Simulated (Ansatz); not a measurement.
TiN (rock salt, Fm-3m) under volume change, PBEsol (plane waves, PAW; program Ansatz), scaled uniformly.

| V (Å³/atom) | E − E(relaxed) (meV/atom) | P (GPa) |
|---|---|---|
| 8.451 | 83.0 | 34.56 |
| 8.729 | ? | ? |
| 9.008 | ? | ? |
| 9.286 | 0.0 | -0.02 |
| 9.565 | 7.5 | -8.35 |
| 9.844 | 28.3 | -15.47 |
| 10.122 | 60.7 | -21.55 |

### Question
Fill in the missing entries.

### Answer

- 8.729, E − E(relaxed) (meV/atom): 34.8
- 8.729, P (GPa): 21.16
- 9.008, E − E(relaxed) (meV/atom): 8.2
- 9.008, P (GPa): 9.74

### Question
What does a third-order Birch–Murnaghan fit give for V₀, B₀ and B′?

### Answer
V₀ = 9.29 Å³/atom, B₀ = 300 GPa, B′ = 4.2.

The cell was relaxed with PBEsol under the symmetry of its start; of distortions, only those at the zone centre were tested. No spin polarisation was allowed. The volume moved by -21 % from the start of the relaxation.

Potentials: the later of the program's two PAW sets.
